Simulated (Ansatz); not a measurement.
**Data sheet: MgAlNO (DFT)**

MgAlNO:
```
MgAlNO
1.0
    3.17984     0.00000     0.00000
   -1.58992     2.75382     0.00000
    0.00000     0.00000     5.08314
Al Mg O N
1 1 1 1
Direct
  0.33333   0.66667   0.50271
  0.66667   0.33333   0.00659
  0.33333   0.66667   0.14130
  0.66667   0.33333   0.59938
```

Space group P3m1 (No. 156); conventional cell a = 3.180 Å, b = 3.180 Å, c = 5.083 Å, α = 90.00°, β = 90.00°, γ = 120.00°.

Method: PBEsol in the plane-wave PAW code Ansatz. Geometry: relaxed at this level of theory. Other levels are named where they apply.

**Cell and energy**

```yaml
volume_per_atom: 11.13 Å³
density: 3.03 g/cm³
Formation energy from the elements (no fitted shifts): -2.01 eV/atom
```

**Electronic structure**

```yaml
band_gap: 3.30 eV (direct)
valence_band_maximum: at Γ
conduction_band_minimum: at Γ
electron_effective_mass: 0.29, 0.31, 0.31 mₑ (principal values)
Hole effective mass, band 1 of 2 at the edge: 2.6 along x, 21 along z (mₑ)
Hole effective mass, band 2 of 2 at the edge: 0.30 along x, 21 along z (mₑ)
```

**Mechanics**

```yaml
Bulk modulus (Birch–Murnaghan fit): 154 GPa
Pressure derivative B′: 3.9
Elastic constants (relaxed ions, GPa): C11 = 278, C12 = 113, C13 = 97.9, C14 = -0.2, C33 = 235, C44 = 63.3
mechanical_stability: stable (all eigenvalues of C positive)
hill_bulk_and_shear_moduli: 156 and 73.3 GPa
Young's modulus: 190 GPa
Poisson's ratio: 0.30
debye_temperature_from_the_elastic_constants: 732 K
Piezoelectric stress constants (proper, relaxed ions, C/m²): e15 = e24 = 0.57, e16 = e21 = 0.10, e22 = -0.10, e31 = e32 = 0.68, e33 = -1.52
```

**Dielectric response**

```yaml
Electronic dielectric constant ε∞ (DFPT): 3.88 (xx = yy), 3.77 (zz)
Static dielectric constant ε0 (ions relaxed, cell fixed): 7.17 (xx = yy), 7.97 (zz)
Born charges (a third of the trace): Al +2.46, Mg +1.93, O -2.01, N -2.38 e
```

**Phonons**

```yaml
Highest zone-centre frequency (without LO–TO term): 642 cm⁻¹
zone_centre_stability: no imaginary mode at Γ
```

The start of the workflow was typed in or built on a structure type; neither database checked (COD, Materials Project) lists it. Its standing as an ambient phase is unchecked. Symmetry was held in the PBEsol relaxation. The volume moved by -22 % from the start of the relaxation. Signs of piezoelectric constants follow the polarity of the cell as given. The references are the lowest solids computed at this level, not always the standard phases (solids in place of the gases).

Potentials: the earlier of the program's two PAW sets. The files were generated under PBE; for other functionals the program regenerates the frozen cores, and for LDA and PBEsol the local potential too.
